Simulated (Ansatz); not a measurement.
This cell of Mg (hcp, Mg type) is off equilibrium:

```
CELL_PARAMETERS angstrom
      6.37233     0.00000     0.00000
     -1.59308     2.75930     0.00000
      0.00000     0.00000     5.22349
ATOMIC_POSITIONS crystal
  Mg 0.16667 0.66667 0.75000
  Mg 0.57736 0.81163 0.75000
  Mg 0.33333 0.33333 0.25000
  Mg 0.83333 0.33333 0.25000
```

Computed with PBE (plane waves to 420 eV, PAW, scalar-relativistic; Ansatz, a program for electronic structure). k mesh 7×14×7 (Γ-centred), Fermi-Dirac smearing 0.05 eV. E stands for the smeared free energy. Stress and pressure are positive under compression. With partly filled bands, energies and forces of such displacements shift with the k mesh and the smearing. Mg was relaxed with its symmetry unable to fall. The PAW data are Ansatz's earlier set.

Question: Predict the force on every atom, in eV/Å.

Answer: 
```tsv
atom	Fx	Fy	Fz
Mg1	-2.374	-0.388	0.000
Mg2	2.451	0.386	0.000
Mg3	0.000	-0.177	0.000
Mg4	-0.077	0.178	0.000
```

Question: What is the stress tensor (GPa)?

Answer: 
```
    7.7      2.0      0.0
    2.0      0.1      0.0
    0.0      0.0      0.0
```
The pressure, a third of the trace, is 2.6 GPa.

Question: In it atom 2 sits (-0.800, 0.400, 0.000) Å away from its relaxed site. What is its energy relative to the relaxed cell?

Answer: 780 meV/cell.

(A displaced cell: forces are minus the slopes of the energy, force constants its curvatures, and phonons follow from these.)
